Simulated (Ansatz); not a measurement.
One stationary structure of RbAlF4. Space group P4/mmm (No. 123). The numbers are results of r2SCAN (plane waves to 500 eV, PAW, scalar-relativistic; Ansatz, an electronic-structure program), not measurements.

```cif
data_AlF4Rb
_chemical_formula_sum 'Rb1 Al1 F4'
_space_group_name_H-M_alt 'P 1'
_space_group_IT_number 1
_cell_length_a 3.65840
_cell_length_b 3.65840
_cell_length_c 6.26684
_cell_angle_alpha 90.000
_cell_angle_beta 90.000
_cell_angle_gamma 90.000
loop_
_space_group_symop_operation_xyz
  'x, y, z'
loop_
_atom_site_label
_atom_site_type_symbol
_atom_site_fract_x
_atom_site_fract_y
_atom_site_fract_z
_atom_site_occupancy
Rb1 Rb 0.00000 0.00000 0.00000 1
Al1 Al 0.50000 0.50000 0.50000 1
F1 F 0.50000 0.50000 0.78133 1
F2 F 0.50000 0.50000 0.21867 1
F3 F 0.50000 0.00000 0.50000 1
F4 F 0.00000 0.50000 0.50000 1
```

| Quantity | Value |
|---|---|
| Volume per atom | 13.98 Å³ |
| Density | 3.73 g/cm³ |
| Band gap | 8.06 eV, indirect (valence top at X, conduction bottom at Γ) (no spin-orbit coupling) |
| Smallest direct gap | 8.48 eV at Γ |
| Shortest distances | Al–F 1.76 Å; F–F 2.54 Å; F–Rb 2.93 Å |
| k-mesh | 9×9×6 |

Band energies at high-symmetry points (eV from the VBM; labels of this space group; no spin-orbit coupling), from −5 eV up to 12.9 eV:

```json
[
 {"point": "Γ", "energies": "-4.61 -4.61 -3.06 -2.70 -1.40 -1.23 -1.23 -0.83 -0.83 -0.62 -0.43 -0.43 8.06 9.81 10.76"},
 {"point": "X", "energies": "-4.85 -4.27 -2.58 -2.50 -2.20 -1.81 -1.76 -1.04 -0.87 -0.76 -0.60 0.00 10.60 10.94 11.22 12.32"},
 {"point": "M", "energies": "-3.43 -2.72 -2.72 -2.72 -1.88 -1.58 -0.82 -0.82 -0.42 -0.11 -0.11 11.65 11.78 12.55 12.55"},
 {"point": "Z", "energies": "-4.63 -4.63 -3.39 -1.87 -1.40 -1.26 -1.23 -1.23 -0.77 -0.77 -0.46 -0.46 9.63 9.69 9.91 11.54"},
 {"point": "R", "energies": "-4.80 -4.26 -2.81 -2.80 -2.10 -1.82 -1.27 -1.12 -0.95 -0.70 -0.41 -0.23 10.60 10.61 11.76 12.66"},
 {"point": "A", "energies": "-3.38 -2.72 -2.55 -2.55 -2.43 -1.10 -1.10 -1.09 -0.42 -0.01 -0.01 11.38 11.55 12.18 12.18"}
]
```

No spin polarisation in the result.

The run could not lose the symmetry of its start; a randomly shaken copy of 6 atoms returns to this structure.
